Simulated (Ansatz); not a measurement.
Ansatz (an electronic-structure program) input:

Ansatz 0.2 input:
```yaml
crystal:
  lattice:
    - [2.7452272552, 2.7303118481, 0.0]
    - [-2.7452272552, 2.7303118481, 0.0]
    - [-2.5128481759, 0.0, 3.1889816953]
  atoms:
    - { symbol: Ca, position: [0.0, 0.0, 0.0] }
    - { symbol: C, position: [0.6055186884, 0.3944813116, 0.1941429298] }
    - { symbol: C, position: [0.3944813116, 0.6055186884, 0.8058570702] }
kpoints:
  mp_grid: { grid: [8, 8, 9] }
hamiltonian:
  xc: r2scan
  pseudopotentials: { kind: paw }
scf:
  occupations: { method: fixed }
checkpoint: { read: static.run }
output: { write_density: true, elf: true, volumetric_format: npy }
basis: { fft_grid_basis: typed }
```

Output (shortened):

```
Pseudopotential: Ca, paw, valence charge 10
Pseudopotential: C, paw, valence charge 4
Functional definition: r2SCAN
Crystal: 3 atoms, lattice volume = 47.805 Å³
Basis set: ecut = 500 eV, 1191 PW (Γ), exchange–correlation on 120×120×120 points (64 copies of the dense FFT grid, shifted against one another)
Bands: 13, of which v1, the nominal top of the filled ones, is band 9 counted from 1 (8 counted from 0)
Symmetry: 4 space group operations
Space group: C2/m (ITA 12), of the structure as read, at distance tolerance 3.6e-5 Å
k-points: 165 of 576
Stability of the state it starts from, as read at its close in the unpolarized treatment …
iter 1 solved again at ethr=4.21e-7 eV; its pass at ethr=3.10e-3 eV (dr2=7.59e-5 eV) is discarded
SCF iter   1: F=—  HF=-2325.428432 eV  |F-HF|=—  |Δ(HF+E_count)|=         —  Δρ=1.63e-6  dr2=9.38e-10  dr2_τ=1.15e-10  ethr=4.21e-7  ⟨swp⟩=3.1  Hψ=17563  notcnv=0  defer=320
preconditioner: auto → none
SCF iter   2: F=-2325.428432 eV  HF=-2325.428432 eV  |F-HF|=5.33e-10  |Δ(HF+E_count)|=   6.90e-8  Δρ=1.30e-6  dr2=8.16e-10  dr2_τ=1.67e-10  ethr=5.21e-12  ⟨swp⟩=8.4  Hψ=13282  notcnv=0
SCF 1 converged in 2 iterations: F = -2325.428432 eV  dr2 = 8.16e-10
SCF converged after 2 iterations
Free energy (F): -2325.428432 eV
Harris-Foulkes:  -2325.428432 eV  (|F-HF|=5.33e-10)
Internal energy: -2325.428432 eV  (E = F + TS)
E sigma→0 (E₀):  -2325.428432 eV
Fermi energy:    4.630911 eV
--- Per-component energies (eV) ---
  E_band       = -164.301530
  E_kinetic    = 450.839975
  E_local      = -955.798089  (includes V_loc(G=0)·N_el)
  E_nonlocal   = 118.516227
  E_hartree    = 299.724858
  E_xc         = -230.089231
  E_vxc        = -322.610115  (∫ρ·V_xc dr)
  E_paw        = -1064.653682  (= ΣΔE_a)
  E_vpaw       = -73.497582  (= ΣTr[D̂ρ^β])
  E_aug_tail   = 0.000003  (compensation charges beyond the density's cutoff)
  E_vtau       = 18.798086  (kinetic-family band-sum trace: ∫τ·v_τ [+ j·A + Jᵃ·Aᵃ] dr)
  E_ewald      = -943.698280
  E_core_change = -0.270213  (= ΣΔE_core)
  E_smearing   =  0.000000  (= −TS)
  E_closure    = 0.000000  (closes the sum)
  Σ components = -2325.428432   (vs F -2325.428432, Δ=0.00e0)
  [band-id]    e_kinetic+e_local+e_nonlocal+2·e_hartree+e_vxc+e_vpaw+e_augmentation_tail+e_vtau = -164.301780   (vs E_band -164.301530, Δ=-2.49e-4)
--- Band table (eV; the first three rows and the last of 165) ---
  k-point 0: bands = ["-35.7767", "-15.9102", "-15.9099", "-15.7795", "-8.9270", "2.0178", "2.1426", "3.7986", "3.8363", "8.1871", "8.3547", "9.7984", "10.5717"]
  k-point 1: bands = ["-35.7757", "-15.9131", "-15.9129", "-15.7941", "-8.8854", "1.0774", "3.1646", "3.6863", "3.7385", "8.5120", "8.7300", "9.6752", "10.7162"]
  k-point 2: bands = ["-35.7731", "-15.9207", "-15.9203", "-15.8293", "-8.7897", "0.3715", "3.4474", "3.4574", "4.1229", "8.9062", "9.6675", "9.8678", "11.0873"]
  k-point 164: bands = ["-35.7605", "-16.0266", "-15.9857", "-15.8165", "-8.5958", "1.2887", "2.0412", "3.1135", "3.6635", "6.5056", "10.8999", "11.8218", "12.5441"]
```

Cost: roughly 8 core-seconds on shared cores.

The first step of the workflow began from a Materials Project structure, measured or hypothetical; the Crystallography Open Database copy checked does not list it. COD files the formula under space group No. 2. Its standing as an ambient phase is unchecked. Symmetry was held in the r²SCAN relaxation; its stability against distortions is not shown here.

Potentials: the later of the program's two PAW sets.

Ansatz is a plane-wave DFT program.
